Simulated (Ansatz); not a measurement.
**Ca: the volume at rest**

Ca in the fcc lattice, starting from this typed cell of 42.28 Å³ an atom.

```
Ca
1.0
     0.00000    2.76500    2.76500
     2.76500    0.00000    2.76500
     2.76500    2.76500    0.00000
Ca
1
Direct
  0.00000 0.00000 0.00000
```

Method (Ansatz, development build): k mesh 8×8×8; Fermi–Dirac smearing of 0.1 eV; no spin. Cell and atoms are relaxed to zero stress with the symmetry kept and no dispersion correction.

Caveats: coarse k mesh.

Problem. What volume results under PBE, and how much do the potentials matter?

Solution. 
| functional | potentials | cutoff (eV) | volume (Å³/atom) | change (%) |
| --- | --- | --- | --- | --- |
| PBE | all-electron PAW datasets (no frozen core) | 220 | 42.23 | -0.1 |
| PBE | Ansatz hand-made PAW | 520 | 42.26 | 0.0 |
| PBE | PseudoDojo norm-conserving | 925 | 42.21 | -0.2 |
